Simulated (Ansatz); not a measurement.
AlCu$_{3}$ (Cu3Au type, space group No. 221) at seven volumes, the program Ansatz at the PBEsol level (PAW), scaled uniformly. One row is withheld.

```
V (Å³/atom)  P (GPa)
-----------  -------
10.905             ?
11.264         10.86
11.624          4.97
11.983          0.00
12.343         -4.18
12.702         -7.71
13.062        -10.67
```

### Question
Fit the shown pressures and predict the withheld one.

### Answer
P = (3/2)B₀(x^(7/2) − x^(5/2))[1 + (3/4)(B′ − 4)(x − 1)] with x = (V₀/V)^(2/3). Least squares on the six rows gives V₀ = 11.983 Å³/atom, B₀ = 152 GPa, B′ = 4.71. At V = 10.905, x = 1.0649 and P = 17.90 GPa. The run itself gave 17.86 GPa.

Space group Pm-3m (Cu3Au type). The workflow started from a Materials Project entry (that database holds measured and hypothetical structures alike); the Crystallography Open Database copy checked does not list it. With Al and Cu taken as one species the cell has the higher symmetry Fm-3m, so it may be an ordered model of a mixed-site phase. Whether it is the stable phase at ambient conditions was not checked. Symmetry was held in the PBEsol relaxation; of distortions, only those at the zone centre were tested. No spin polarisation was allowed.

Potentials: the later of the program's two PAW sets.
